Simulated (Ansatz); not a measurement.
Zr4Al3 in space group P6/mmm (No. 191; Zr on 2e, Zr on 2d, Al on 3f), plane-wave PAW PBEsol (Ansatz code), all energies at zero smearing, with the estimated change up to a 700 eV cutoff added, with one set of potentials and settings (totals compare only within such a set). Cell of 7 atoms (4 Zr, 3 Al): -18091.517 eV.

```tsv
element	reference phase	E (eV/atom)
Zr	P6/mmm, 3 atoms in the cell	-4128.6456
Al	Fm-3m, 1 atoms in the cell	-524.5507
```

Formation energy per atom, worked out: (-18091.517 − 4×(-4128.6456) − 3×(-524.5507))/7 = -0.469 eV/atom (-45 kJ per mol of atoms), at 0 K, without zero-point energy or fitted corrections.

The first step of the workflow began from a Materials Project structure, measured or hypothetical; the Crystallography Open Database copy checked does not list it. Its standing as an ambient phase is unchecked. Symmetry was held in the PBEsol relaxation; of distortions, only those at the zone centre were tested. The run is not spin-polarised. The references are the lowest solids computed at this level, not always the standard phases.

Potentials: the later of the program's two PAW sets.
